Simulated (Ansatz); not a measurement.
Relaxed-ion elastic tensor of Zr (hcp (Mg type), P6_3/mmc) in GPa (Voigt order), PBEsol (plane waves, PAW; program Ansatz); density 6.74 g/cm³, 22.47 Å³ per atom.

```
 135  79.3  72.7   0.0   0.0   0.0
79.3   135  72.7   0.0   0.0   0.0
72.7  72.7   172   0.0   0.0   0.0
 0.0   0.0   0.0  22.5   0.0   0.0
 0.0   0.0   0.0   0.0  22.5   0.0
 0.0   0.0   0.0   0.0   0.0  28.0
```

Question: Is the crystal mechanically stable?

Answer: Yes: the smallest eigenvalue of C is 22.5 GPa.

Question: Work out the Voigt, Reuss and Hill averages.

Answer: K_V = 99.1, K_R = 98.3, K_H = 98.7; G_V = 29.1, G_R = 27.3, G_H = 28.2 GPa.

Question: Give Young's modulus, Poisson's ratio, Pugh's ratio and the universal anisotropy index.

Answer: E = 9KG/(3K + G) = 77.3 GPa; ν = 0.37; K/G = 3.50 (ductile by the Pugh limit of 1.75); A_U = 5G_V/G_R + K_V/K_R − 6 = 0.34.

Question: Estimate the sound speeds and the Debye temperature.

Answer: v_l = √((K + 4G/3)/ρ) = 4500 m/s, v_t = √(G/ρ) = 2050 m/s, mean 2310 m/s; Θ = (h/k)(3n/4πV)^(1/3) v_m = 243 K.

Question: Solve the Christoffel equation for the three sound speeds along x, y, z.

Answer: Eigenvalues of C_ijkl n_j n_l equal ρv². In km/s, slowest first: x 1.82, 2.04, 4.48; y 1.82, 2.04, 4.48; z 1.82, 1.82, 5.05.

Question: How much does each axis shrink under pressure?

Answer: Linear compressibilities β_i = Σ_j S_ij (j = 1 to 3): x 3.8, y 3.8, z 2.6 per TPa.

Symmetry was held in the PBEsol relaxation; of distortions, only those at the zone centre were tested. No spin polarisation was allowed. As this level gives no gap, shear constants depend on the k-mesh and smearing (Fermi–Dirac, 0.1 eV here).

Potentials: the earlier of the program's two PAW sets.
